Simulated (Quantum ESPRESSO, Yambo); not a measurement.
## Levels of theory for the gap of K₂Pt

K2Pt (space group Fm-3m, No. 225): one geometry, one set of PBEsol (pw.x of Quantum ESPRESSO, ONCV potentials, with spin-orbit coupling) orbitals, self-energies from Yambo (2×2×2 Γ-centred k mesh, bands 9 to 310 and a 7 Ry block in the screening, 310 bands in G with the Bruneval-Gonze terminator, plasmon pole fitted at 27.2 eV).

Cell and atoms were relaxed with PBEsol from Materials Project entry mp-1062676, within its symmetry.

```
level                                                        gap X → L (eV)  direct gap at L (eV)                        rough Yambo cost
-----------------------------------------------------------  --------------  --------------------  --------------------------------------
PBEsol (Quantum ESPRESSO)                                              0.97                  1.05                                       –
exchange only (Hartree-Fock self-energy on PBEsol orbitals)            8.53                  8.65                    about 1/7 (9 states)
static COHSEX@PBEsol                                                   2.73                  2.83       within a factor of two (3 states)
G0W0@PBEsol, plasmon pole                                              1.77                  1.88                            1 (9 states)
G0W0@PBEsol, multipole fit to 8 frequencies, no terminator             1.73                  1.83       within a factor of two (3 states)
G0W0@PBEsol, plasmon pole, no terminator                               1.68                  1.79  about 1/6 (3 states, screening reused)
```

Bare exchange has no screening and gives the widest gap; static COHSEX screens it but leaves out the frequency dependence, which G0W0 restores.

Costs are rough ratios of core time on shared machines.

Nearest settings tried, and what they do to the gap: 200 bands in W, 200 bands in G: -23 meV; 3 Ry block (65 vectors against 259): -118 meV. Not varied: mesh. So the settings aren't converged at that level. The k mesh is coarse.

The structure is a Materials Project entry; no match was found in the copy of COD used, and its stability was not checked.
